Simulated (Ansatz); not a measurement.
PtSe₂, one structure, two calculations

Cell: a structure deposited in the COD, ions relaxed with PBE at fixed cell.

```cif
data_structure
_symmetry_space_group_name_H-M 'P 1'
_symmetry_Int_Tables_number 1
_cell_length_a 3.7278
_cell_length_b 3.7278
_cell_length_c 5.0313
_cell_angle_alpha 90.000
_cell_angle_beta 90.000
_cell_angle_gamma 120.000
_cell_volume 60.55
loop_
_atom_site_label
_atom_site_type_symbol
_atom_site_fract_x
_atom_site_fract_y
_atom_site_fract_z
_atom_site_occupancy
Pt1 Pt 0.00000 0.00000 0.00000 1
Se2 Se 0.33333 0.66667 0.26021 1
Se3 Se 0.66667 0.33333 0.73979 1
```

Atoms are numbered from 1 in the order listed; like atoms form one site, named after its first atom.

First run. The numbers come from a DFT calculation in Ansatz (PBE, plane waves and PAW, scalar-relativistic, 420 eV cutoff, Γ-centred 14×14×9 k-points, Fermi–Dirac smearing 0.05 eV).

| site | atom | V_zz (10²¹ V/m²) | η |
| --- | --- | --- | --- |
| Pt | 1 | 8.76 | 0.00 |
| Se | 2 | -2.94 | 0.00 |

Second run. The same atoms and settings, except that the functional is r2SCAN and the cutoff is 500 eV.

(1) What does the second run give?

Answers

(1) 

```json
{"site": "Pt", "atom": "1", "V_zz": "8.47", "η": "0.00", "change of V_zz": "-0.29"}
{"site": "Se", "atom": "2", "V_zz": "-4.57", "η": "0.00", "change of V_zz": "-1.63"}
```

The largest change of V_zz is on Se, from -2.94 to -4.57. In per cent, |V_zz| changes by -3 on Pt, +55 on Se (all sites that start above 2).

With no gap above 0.1 eV, as in a metal, the gradients converge slowly in k; expect changes of a tenth or more on a denser mesh. Spin–orbit coupling is left out, which shifts gradients on Pt by a few per cent in wide-gap crystals, and can shift them far more where the calculated gap is small or absent, as here.
For the first run: At this cell the principal stresses reach 5 GPa in size with PBE, which can matter for small gradients.
For the second run: With these PAW files V_zz is typically within 2 to 3 % of all-electron values, but misses above 10 % occur on Pt. Semilocal functionals make gaps too small and can close them, so the real compound need not be a metal.
